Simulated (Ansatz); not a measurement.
Input and command of a calculation in Ansatz (plane waves; scalar-relativistic PAW potentials unless the input names others):

```yaml
crystal:
  lattice:
    - [0.0, 2.0176052402, 2.6228868123]
    - [2.0176052402, 0.0, 2.6228868123]
    - [2.0176052402, 2.0176052402, 0.0]
  atoms:
    - { symbol: Li, position: [0.0, 0.0, 0.0] }
basis:
  ecutwfc: 420
kpoints:
  mp_grid: { grid: [20, 20, 20] }
hamiltonian:
  xc: lda
scf:
  occupations: { method: gaussian, width: 0.15 }
  lower_state_search: "off"
output:
  forces: true
  eigenvalues: true
  stress: true
```

```bash
ansatz run input.yaml --threads 1 --pin off --max-ram 1228MiB --backend cpu --events-out ev --progress --plain --runs-dir out
```

Abridged log:
```
Basis set: ecut = 420 eV, 413 PW (Γ)
Bands: 6, of which v1, the nominal top of the filled ones, is band 2 counted from 1 (1 counted from 0)
Symmetry: 16 space group operations
k-points: 641 of 8000
SCF iter   1: F=—  HF=-201.612503 eV  |F-HF|=—  |Δ(HF+E_count)|=         —  Δρ=4.35e-3  dr2=1.07e-3  ethr=1.77e-3  ⟨swp⟩=3.4  Hψ=29256  notcnv=0
SCF iter   2: F=—  HF=-201.608691 eV  |F-HF|=—  |Δ(HF+E_count)|=   3.81e-3  Δρ=1.70e-3  dr2=1.60e-4  ethr=3.57e-5  ⟨swp⟩=2.0  Hψ=9618  notcnv=0
SCF iter   3: F=—  HF=-201.608053 eV  |F-HF|=—  |Δ(HF+E_count)|=   6.38e-4  Δρ=6.59e-5  dr2=1.14e-6  ethr=5.33e-6  ⟨swp⟩=2.0  Hψ=4651  notcnv=0
SCF iter   4: F=—  HF=-201.608053 eV  |F-HF|=—  |Δ(HF+E_count)|=   3.35e-7  Δρ=3.81e-6  dr2=3.15e-9  ethr=3.80e-8  ⟨swp⟩=1.0  Hψ=3654  notcnv=0
SCF iter   5: F=-201.608053 eV  HF=-201.608053 eV  |F-HF|=2.22e-12  |Δ(HF+E_count)|=   1.79e-9  Δρ=1.29e-7  dr2=1.56e-12  ethr=1.05e-10  ⟨swp⟩=1.5  Hψ=3989  notcnv=0
SCF iter   6: F=-201.608053 eV  HF=-201.608053 eV  |F-HF|=0.00e0  |Δ(HF+E_count)|=  3.13e-12  Δρ=5.22e-9  dr2=2.00e-15  ethr=1.00e-12  ⟨swp⟩=1.8  Hψ=11498  notcnv=0
SCF 1 converged in 6 iterations: F = -201.608053 eV  dr2 = 2.00e-15
SCF converged after 6 iterations
Free energy (F): -201.608053 eV
Harris-Foulkes:  -201.608053 eV  (|F-HF|=0.00e0)
Internal energy: -201.602017 eV  (E = F + TS)
E sigma→0 (E₀):  -201.605035 eV
Entropy (-TS):   -0.006036 eV (-6.036 meV/atom)
Fermi energy:    0.735043 eV
--- Forces (eV/Å), atoms counted from 1 ---
  atom   1  Li     0.00000000     0.00000000     0.00000000
--- Stress (GPa, compression-positive) ---
       -0.531242       0.000000       0.000000
        0.000000      -0.531242       0.000000
        0.000000       0.000000      -3.199732
  P = ⅓ Tr σ = -1.4207 GPa (-14.207 kbar)
```

Apart from outputs and empty bands, the input differs from a reference run on usual settings in hamiltonian.xc: "pbesol" → "lda"; scf.lower_state_search: not typed → "off". The reference, at the same geometry (not necessarily relaxed), gave pressure -0.65 GPa, largest force 0.000 eV/Å, no gap on the mesh. This run converged in 6 SCF iterations (reference: 6) with a total energy on another zero, pressure -1.42 GPa, largest force 0.000 eV/Å, no gap on the mesh.